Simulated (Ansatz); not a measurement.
One crystal and one scan (energy over volume and axial ratio) at two levels, PBE (plane waves to 420 eV, PAW, scalar-relativistic; Ansatz, a program for electronic structure) and PBEsol (plane waves to 420 eV, PAW, scalar-relativistic; Ansatz), each from its own relaxed cell and on its own mesh. The cell shown is that of PBE.

InAs (zinc blende)

```yaml
crystal:
  lattice:
    - [0.00000, 3.09316, 3.09316]
    - [3.09316, 0.00000, 3.09316]
    - [3.09316, 3.09316, 0.00000]
  atoms:
    - { symbol: As, position: [0.75000, 0.75000, 0.75000] }
    - { symbol: In, position: [0.00000, 0.00000, 0.00000] }
```

Two coordinates are scanned: the volume, and the ratio of the stretch along z (the conventional c axis) to the stretch across it. Atoms keep their fractional coordinates.

The energy includes the smearing's −TS. InAs was relaxed with its symmetry unable to fall. With partly filled bands, the response to shear is sensitive to the k mesh, so small differences along c/a are uncertain. Percentages come from the unrounded values. Both scans cover V/V₀ from 0.920 to 1.080 and (c/a)/(c/a)₀ from 0.960 to 1.040.

Results of PBE:

| Property | Value |
|---|---|
| Lattice constant a (Å) | 6.186 |
| Shear modulus C′ = (C11 − C12)/2 (fit, atoms clamped) (GPa) | 16.5 |

**Question.** What does PBEsol give for the same quantities?

**Answer.** 
```tsv
quantity	PBEsol	PBE − PBEsol
Lattice constant a (Å)	6.087	+0.099 (+1.6 %)
Shear modulus C′ = (C11 − C12)/2 (fit, atoms clamped) (GPa)	17.0	-0.5 (-3 %)
```

PBE gives the higher value for: lattice constant a. PBE gives the lower value for: shear modulus C′. (PBE) At this level the bands of InAs touch or barely overlap; measurements give the solid a gap. (PBEsol) At this level the bands of InAs touch or barely overlap; measurements give the solid a gap.

(Under strain, the slope of the energy per volume gives the stress and its curvature an elastic modulus.)
